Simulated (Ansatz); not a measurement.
Crystals of one structure type (zinc blende) and one family of elements, relaxed and computed with PBEsol (plane waves, PAW; program Ansatz).

```json
[
 {"crystal": "BN", "V (Å³/atom)": "5.86", "B₀ by P(V) fit (GPa)": "385"},
 {"crystal": "AlN", "V (Å³/atom)": "10.48", "B₀ by P(V) fit (GPa)": "200"},
 {"crystal": "GaN", "V (Å³/atom)": "11.38", "B₀ by P(V) fit (GPa)": "?"},
 {"crystal": "BP", "V (Å³/atom)": "11.54", "B₀ by P(V) fit (GPa)": "169"},
 {"crystal": "BAs", "V (Å³/atom)": "13.55", "B₀ by P(V) fit (GPa)": "140"},
 {"crystal": "GaAs", "V (Å³/atom)": "22.66", "B₀ by P(V) fit (GPa)": "69.0"},
 {"crystal": "InP", "V (Å³/atom)": "25.40", "B₀ by P(V) fit (GPa)": "66.7"}
]
```

**Question.** Fit a straight line to ln B₀ against ln V and predict the withheld value.

**Answer.** Least squares on the 6 shown rows: ln B₀ = -1.24 × ln V + (8.168), with a scatter of 3.8 %. For GaN this gives 173. The run itself gave 188, a miss of 8.0 % of that, well beyond the scatter: the line misses something about this case.

All cells were relaxed under the symmetry of their starts (and spin orders); stability against distortions was not tested throughout. Scalar-relativistic: spin–orbit coupling is off unless named, which matters more the heavier the elements.

Potentials: the earlier of the program's two PAW sets. The files were generated under PBE; for other functionals the program regenerates the frozen cores, and for LDA and PBEsol the local potential too.
